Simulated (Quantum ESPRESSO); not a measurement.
Field gradients of AlN from the PAW reconstruction of the field gradient on a scalar-relativistic PBE ground state (a modified build of Quantum ESPRESSO, JTH datasets), 25 Ha, k-mesh 8×8×5 through Γ:

```xyz
4
Lattice="3.1129 0.0000 0.0000 -1.5565 2.6959 0.0000 0.0000 0.0000 5.0671" Properties=species:S:1:pos:R:3 pbc="T T T"
Al     1.5565     0.8986     2.5365
Al     0.0000     1.7973     5.0701
N      1.5565     0.8986     4.4561
N      0.0000     1.7973     1.9226
```
The cell was made here from a computed Materials Project entry: strained by +1 % along the unique axis and by -0.5 % across it, atoms relaxed (PBE without dispersion, pw.x of Quantum ESPRESSO, symmetry kept). The parent is AlN in P6₃mc. Stability against distortions was not tested.

Vzz is the sum of three terms, each taken along its main axis: the smooth valence density, the ions (nucleus and frozen core) with the augmentation charges of all other spheres, and the all-electron minus smooth density in the atom's own sphere. The split hangs on the datasets.  Cores are frozen. Against all-electron runs on small test molecules, this scheme's |Vzz| missed by −7 % on Al, under 1 % on N.

```json
[
 {"site": "Al (atoms 1, 2)", "smooth valence density": "0.009", "ions and other spheres": "-0.004", "own sphere": "(withheld)", "Vzz (a.u.)": "(withheld)"},
 {"site": "N (atoms 3, 4)", "smooth valence density": "0.014", "ions and other spheres": "-0.002", "own sphere": "(withheld)", "Vzz (a.u.)": "(withheld)"}
]
```

Question: What belongs in the gaps?

Answer: 
- Al (atoms 1, 2), own sphere: 0.045
- Al (atoms 1, 2), Vzz (a.u.): 0.051
- N (atoms 3, 4), own sphere: 0.017
- N (atoms 3, 4), Vzz (a.u.): 0.029
